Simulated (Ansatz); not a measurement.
## Phonon spectrum of Ga$_{4}$AsP$_{3}$

Method: DFT PBE, scalar-relativistic, plane waves, PAW (Ansatz). Plane waves to 420 eV; Γ-centred k mesh 12×12×2; fixed occupations. No spin polarisation. Phonons by linear response, acoustic sum rule imposed.

Equilibrium structure at this level:
```xyz
8
Lattice="3.9225 0.0000 0.0000 -1.9612 3.3970 0.0000 0.0000 0.0000 12.9315" Properties=species:S:1:pos:R:3 pbc="T T T"
Ga    1.9612    1.1323    6.5413
Ga    1.9612    1.1323   12.9084
Ga    0.0000    0.0000    3.1593
Ga    0.0000    0.0000    9.7215
P     1.9612    1.1323    2.3743
P     1.9612    1.1323    8.9314
P     0.0000    0.0000   12.1178
As    0.0000    0.0000    5.6449
```

The structure comes from a generated guess, relaxed at this level; another structure or a mixture of phases may lie lower. The q mesh is coarse, so values between its points are rough.

Force constants from linear response on a 2×2×1 q mesh.

Path: Γ–M–K–Γ–A–L–H–A | L–M | H–K. Only the points of the 2×2×1 mesh were computed; the rest is interpolation, which is rough on so few points. On the mesh no mode is imaginary. Distance along the path (Å⁻¹), then the branches (cm⁻¹, negative for imaginary; the LO field is included):
```
0.000  0 0 0 56 56 63 63 74 74 142 152 219 257 264 266 328 328 330 331 335 340 356 361 363
0.231  25 27 60 63 69 78 79 85 98 144 154 214 253 263 267 328 328 330 333 335 341 353 357 362
0.462  46 58 70 81 89 91 99 119 136 168 174 207 246 262 266 326 327 329 333 335 342 346 354 358
0.694  59 81 82 91 91 96 97 133 169 201 205 209 241 259 260 322 327 328 332 333 339 343 353 354
0.925  63 85 86 91 95 99 108 121 190 205 218 220 243 252 260 324 327 328 329 331 337 341 352 354
1.058  69 82 85 95 105 106 110 122 189 204 216 219 241 251 261 322 324 328 332 333 337 341 351 353
1.192  74 80 92 105 112 118 127 128 186 199 213 216 238 247 264 318 320 327 336 337 338 340 350 352
1.325  72 76 105 108 114 133 142 144 182 192 209 213 235 244 266 316 317 325 338 339 339 341 349 350
1.459  71 75 110 111 112 139 148 152 183 188 207 212 233 243 267 314 316 324 339 339 340 342 348 349
1.726  76 80 94 98 114 128 131 132 168 199 204 206 237 251 265 317 322 328 336 338 339 340 350 352
1.993  63 67 84 88 92 100 103 127 137 175 181 205 243 262 264 324 327 330 334 336 341 344 354 356
2.260  31 32 62 69 72 80 84 88 102 146 156 213 252 263 267 328 328 330 334 335 341 352 356 362
2.527  0 0 0 56 56 63 63 74 74 142 152 219 257 264 266 328 328 330 331 335 340 356 361 363
2.557  5 5 10 55 55 64 64 74 74 138 156 219 261 264 264 328 328 331 331 335 335 355 363 371
2.618  14 14 30 51 51 65 65 74 74 123 169 216 262 264 264 328 328 331 331 335 335 354 363 371
2.679  23 23 46 46 50 66 66 75 75 106 182 211 262 264 264 327 327 331 331 335 335 354 363 371
2.739  31 31 39 39 67 67 69 75 75 88 192 204 262 264 264 327 327 332 332 335 335 354 363 371
2.885  36 39 41 44 68 73 76 80 82 85 193 200 260 263 265 327 328 332 333 335 337 354 362 367
3.116  46 55 58 59 76 85 101 113 120 123 189 196 251 262 267 327 327 331 333 335 341 351 355 361
3.348  56 70 73 74 86 95 118 129 162 167 199 205 243 261 263 323 327 330 332 334 341 345 354 356
3.579  63 84 84 90 92 100 110 118 193 199 213 219 240 255 260 322 327 329 330 330 339 342 352 354
3.761  65 86 89 93 94 102 108 114 199 204 213 220 242 252 260 322 325 329 330 331 339 341 351 353
3.895  75 86 92 98 103 108 116 121 198 201 210 216 239 250 263 319 321 329 333 334 339 341 350 352
4.028  80 86 98 102 104 127 133 136 194 198 206 210 236 246 266 316 317 328 337 338 339 341 349 351
4.162  80 86 98 101 111 140 146 146 191 198 202 204 234 244 267 314 315 327 339 339 340 341 348 349
4.362  79 85 98 103 109 136 142 143 189 195 204 207 234 245 267 314 317 328 338 339 340 341 348 350
4.629  72 76 80 98 105 116 119 124 168 173 201 206 240 258 264 319 325 331 334 336 340 342 352 353
4.896  52 60 60 65 84 92 106 120 127 130 188 196 249 262 266 326 327 331 333 335 341 349 354 360
5.163  36 40 42 46 68 75 77 82 84 87 193 200 260 263 265 327 328 332 333 334 337 354 362 367
5.296  64 86 88 93 93 100 107 113 200 204 214 220 242 253 260 323 327 328 329 330 339 341 351 354
5.357  64 86 87 93 93 100 107 115 197 206 214 220 242 253 260 323 327 328 329 330 338 341 352 354
5.418  63 86 86 92 94 100 107 118 194 206 215 221 242 253 260 323 327 328 328 330 338 341 352 354
5.479  63 85 86 91 95 99 108 120 191 206 216 221 242 253 260 323 327 328 329 331 337 341 352 354
5.539  63 85 86 91 95 99 108 121 190 205 218 220 243 252 260 324 327 328 329 331 337 341 352 354
5.570  79 86 100 101 112 142 148 148 191 198 202 203 234 243 267 314 314 327 339 339 340 341 348 349
5.630  76 81 104 104 112 141 147 150 188 194 204 207 234 243 267 314 314 326 339 339 340 342 348 349
5.691  73 78 107 108 112 140 148 151 185 190 206 210 234 243 267 314 315 325 339 339 340 342 348 349
5.752  72 75 110 111 112 140 148 151 183 188 207 211 233 243 267 314 316 324 339 339 340 342 348 349
```
